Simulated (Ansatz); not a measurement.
Data:

Sc$_{3}$InB:
```cif
data_BInSc3
_chemical_formula_sum 'B1 In1 Sc3'
_space_group_name_H-M_alt 'Pm-3m'
_space_group_IT_number 221
_space_group_name_Hall '-P 4 2 3'
_cell_length_a 4.63570
_cell_length_b 4.63570
_cell_length_c 4.63570
_cell_angle_alpha 90.000
_cell_angle_beta 90.000
_cell_angle_gamma 90.000
loop_
_atom_site_label
_atom_site_type_symbol
_atom_site_symmetry_multiplicity
_atom_site_Wyckoff_symbol
_atom_site_fract_x
_atom_site_fract_y
_atom_site_fract_z
_atom_site_occupancy
B1 B 1 b 0.50000 0.50000 0.50000 1
In1 In 1 a 0.00000 0.00000 0.00000 1
Sc1 Sc 3 c 0.00000 0.50000 0.50000 1
```

This is the PBEsol-relaxed structure.

Question: All from PBEsol (plane waves, PAW; program Ansatz), unless another level is named. Predict the Hill bulk and shear moduli.

Answer: 82.6 and 58.2 GPa.

Question: Give the highest zone-centre frequency.

Answer: 57.0 meV.

The workflow started from an entry of the Crystallography Open Database (COD). Whether it is the stable phase at ambient conditions was not checked. The cell was relaxed with PBEsol under the symmetry of its start; of distortions, only those at the zone centre were tested. No spin polarisation was allowed. As this level gives no gap, shear constants depend on the k-mesh and smearing (Fermi–Dirac, 0.1 eV here).

Potentials: the later of the program's two PAW sets.
